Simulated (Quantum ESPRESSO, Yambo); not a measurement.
For Rb2LiYF6 (space group Fm-3m, No. 225), Yambo gives the independent-particle static dielectric constant along x as 2.33 on PBEsol bands and 2.06 after a scissor of 3.54 eV widens every gap (4×4×4 mesh, 133 bands, 3 Ry local-field block, 0.2 eV broadening).

Problem. A scissor keeps the position matrix elements. In a one-oscillator model, how does ε − 1 scale, and what mean transition energy do the two values imply?

Solution. Each transition adds |r|²/E to ε − 1, so ε − 1 ∝ 1/(E0 + Δ). Then (2.06 − 1)/(2.33 − 1) = E0/(E0 + Δ) = 0.797, and E0 = Δ(ε' − 1)/(ε − ε') = 13.9 eV. The computed Im ε, weighted by 1/E up to 20 eV, has its mean at 12.7 eV; the smallest direct PBEsol gap is 6.74 eV. The scissor comes from a G0W0 run whose convergence isn't established. Convergence of the RPA response with its 4×4×4 mesh was not tested.

Bands from Quantum ESPRESSO.

Geometry of the Materials Project entry, not relaxed at this level; primitive cell a = 6.1612 Å, b = 6.1612 Å, c = 6.1612 Å, α = 60.00°, β = 60.00°, γ = 60.00°.

The structure is a Materials Project entry; no match was found in the copy of COD used, and its stability was not checked.
